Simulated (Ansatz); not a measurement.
K2Te2Pt in space group Immm (No. 71; K on 4j, Te on 4h, Pt on 2a), r²SCAN in the plane-wave PAW code Ansatz, all energies at zero smearing, with the estimated change up to a 700 eV cutoff added, with one set of potentials and settings (totals compare only within such a set). Cell of 5 atoms (2 K, 2 Te, 1 Pt): -29616.205 eV.

| element | reference phase | E (eV/atom) |
|---|---|---|
| K | Im-3m, 1 atoms in the cell | -1542.4813 |
| Te | P3_121, 3 atoms in the cell | -6994.8235 |
| Pt | Fm-3m, 1 atoms in the cell | -12536.7848 |

Formation energy per atom, worked out: (-29616.205 − 2×(-1542.4813) − 2×(-6994.8235) − 1×(-12536.7848))/5 = -0.962 eV/atom (-93 kJ per mol of atoms), at 0 K, without zero-point energy or fitted corrections.

The first step of the workflow began from a Materials Project structure, measured or hypothetical; the Crystallography Open Database copy checked does not list it. Its standing as an ambient phase is unchecked. The r²SCAN relaxation kept the symmetry of its start; whether a distortion lowers the energy is not shown. No spin polarisation was allowed. The references are the lowest solids computed at this level, not always the standard phases. Scalar-relativistic: spin–orbit coupling is off unless named, which matters more the heavier the elements.

Potentials: the later of the program's two PAW sets.
